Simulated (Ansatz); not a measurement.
**CsPbBr3: two-dimensional strain map**

Method: DFT PBEsol, scalar-relativistic, plane waves, PAW (Ansatz). Cutoff 420 eV, Γ-centred 6×6×6 k-points, Gaussian smearing of 0.05 eV. Spin–orbit coupling is left out, which can shift energies with elements as heavy as these. No spin polarisation. Energies are free energies at this smearing, counted from the undisturbed cell; pressure is positive in compression.

The starting cell (as given, not relaxed at this level; it stands at 0.0 GPa, and it needn't be the usual structure):

```
Cs Pb Br
1.0
     5.87000    0.00000    0.00000
     0.00000    5.87000    0.00000
     0.00000    0.00000    5.87000
Cs Pb Br
1 1 3
Direct
  0.00000 0.00000 0.00000
  0.50000 0.50000 0.50000
  0.00000 0.50000 0.50000
  0.50000 0.00000 0.50000
  0.50000 0.50000 0.00000
```

The cell is strained by p along both x and y and by q along z, fractional coordinates fixed. Points are written (p, q).

Energy above the undisturbed cell in meV/atom (a dash: not computed):

```csv
p \ q,-0.030,-0.015,0.000,0.015,0.030
-0.030,?,18.5,15.3,?,17.5
-0.015,?,6.1,3.7,4.3,7.3
0.000,6.9,1.7,0.0,?,5.1
0.015,8.3,3.9,3.0,5.0,9.4
0.030,15.5,11.7,11.5,14.2,19.2
```

Q: Fill in the withheld energies.

A: (-0.030, -0.030): 25.3; (-0.030, 0.015): 15.1; (-0.015, -0.030): 12.1; (0.000, 0.015): 1.3.

Symmetry holds off the tilts and polar distortions that many cubic perovskites undergo.